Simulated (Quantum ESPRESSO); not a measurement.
# Strain and stress in Ga2SiMgP4

These are calculations, not measurements. They come from pw.x of Quantum ESPRESSO 7.5, a plane-wave density functional program, with PseudoDojo standard norm-conserving files (v0.5 for PBE, v0.4.1 for LDA and PBEsol). The cells are made up: elements, strain and atom displacements were drawn at random, and nothing was relaxed. There is no spin polarisation, spin-orbit coupling or dispersion term.

The cell has 8 sites of a zincblende or diamond lattice. Sites 1 to 4 hold Ga Ga Si Mg; sites 5 to 8 hold P P P P. Cell vectors in Å: (5.383, -0.006, 0.000); (-0.006, 5.383, 0.000); (0.000, 0.000, 5.383). Settings: PBE, cutoff 1143 eV, 4 x 4 x 4 k mesh shifted by half a step, Fermi-Dirac smearing of 0.025 eV.

Each run adds a shear xy (given as the tensor component) to one cell, with the atoms carried along; the vectors above are those of run 4. Stress is positive in tension and P is minus a third of its trace. E is the free energy for each atom above the lowest run shown.

```
run,strain (%),s_xx (GPa),s_yy (GPa),s_zz (GPa),s_xy (GPa),P (GPa),E (meV/atom)
1,-2.22,-7.01,-8.19,-7.04,-0.05,7.41,0.00
2,-0.98,-7.25,-8.45,-7.21,2.42,7.63,3.17
3,-0.47,-7.40,-8.60,-7.32,3.44,7.77,6.77
4,-0.11,-7.52,-8.73,-7.41,4.16,7.88,10.08
6,1.29,-8.12,-9.36,-7.86,6.98,8.45,29.19
7,1.97,-8.49,-9.75,-8.15,8.36,8.79,42.10
5,1.04,?,?,?,?,?,?
```

A rerun of one of these cells at 1437 eV and k mesh 6 x 6 x 6 moved values by no more than 0.008 eV in the cell's energy, 0.02 GPa in stress and 0.005 eV/Å in force.

## Worked fit

A parabola through the six runs shown gives s_xy = 4.38 + 2.01 e + 0.005 e² GPa, with e in per cent and a scatter of 0.01 GPa. The slope is a stiffness of 201 ± 1 GPa for each unit of this strain at e = 0, twice a shear constant under the stress shown, since the tensor component is half the shear angle. The atoms are clamped, and relaxing them would in general lower it. The error is the larger of the fit's own and the change that a cubic makes, rounded up.

## Withheld run

Question: what s_xy should run 5 give?

The fit gives 6.48 GPa. The calculation gave 6.47 GPa.

```
run  strain (%)  s_xx (GPa)  s_yy (GPa)  s_zz (GPa)  s_xy (GPa)  P (GPa)  E (meV/atom)
  5        1.04       -8.00       -9.23       -7.77        6.47     8.33         25.05
```